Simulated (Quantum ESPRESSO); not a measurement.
One change at a time to Al2CuRu4W

Calculated results; nothing here was measured. They come from Quantum ESPRESSO 7.5, a public plane-wave density functional program. Each row is one single-point run on a made-up periodic cell of eight metal atoms, with elements, volume, strain and displacements drawn at random and not relaxed, so a cell may be unstable or far from any real phase. There is no spin polarisation or spin-orbit coupling.

Settings: PBE unless stated; PseudoDojo standard norm-conserving files; Fermi-Dirac width 0.25 eV, which means electrons at about 2900 K; cutoff 1252 eV; 9 x 4 x 4 k mesh shifted half a step off Gamma. E is the free energy of the whole cell (internal energy minus TS), so a -TS column is already part of it. Stress is positive in tension, and the pressure P is minus a third of its trace.

Checks: one run of this series was repeated at a higher cutoff and on a denser mesh, which moved values by no more than 0.004 eV, 0.06 GPa and 0.011 eV/Å, and a second program with other atomic files agreed on it to 2 % rms in force and 0.5 GPa in pressure. Known limits: the copper pseudopotential is less sure than most, with forces differing by about three percent and pressure by about two GPa from a second method on plain copper; heavy elements are run without spin-orbit coupling, which real alloys of them have; a spin test at this wide smearing found no moment, but such smearing suppresses magnetism that the real alloy may have.

The lattice is face-centred cubic, and the cell vectors in Å are (0.000, -1.927, -1.927); (-5.780, -1.927, 0.000); (-1.927, 3.853, -5.780), a volume of 114.40 Å³ in run 1. The elements on sites 1 to 8 are Ru Ru Al Ru W Ru Cu Al. Each later run makes one change to run 1 and keeps the rest. E is counted from run 1, and is n/a where other atomic files have another zero of energy.

```
run                           change  V (Å³)  P (GPa)  -TS (eV)  rms force (eV/Å)  largest change of a force component (eV/Å)  E (eV)
  1                             none  114.40    -1.63    -1.472             0.368                                       0.000   0.000
  2          sites 1 and 7 exchanged  114.40     0.41    -1.447             0.374                                       0.558   0.020
  3    all lengths scaled by -1.71 %  108.64    10.75    -1.374             0.458                                       0.374       ?
  4           PBEsol in place of PBE  114.40    -8.81    -1.470             0.350                                       0.196     n/a
  5                     In on site 8  114.40    10.19    -1.451             0.750                                       1.737     n/a
  6  site 1 moved by +0.21 Å along z  114.40    -0.36    -1.496             0.535                                       1.120   0.242
```

## Worked estimate

Along a uniform scaling dE = -P dV. The mean of the two pressures is 4.560 GPa and the volume changes by -5.76 Å³, with 160.2 GPa to one eV/Å³. The same two rows give -V dP/dV = 240 GPa for this cell with clamped atoms, which is not the bulk modulus of a real alloy.

## Withheld value

Question: what E should run 3 give?

The estimate is 0.164 eV. The calculation gave 0.154 eV. The mean of two end points misses the curvature of P, and the finite cutoff adds a little.
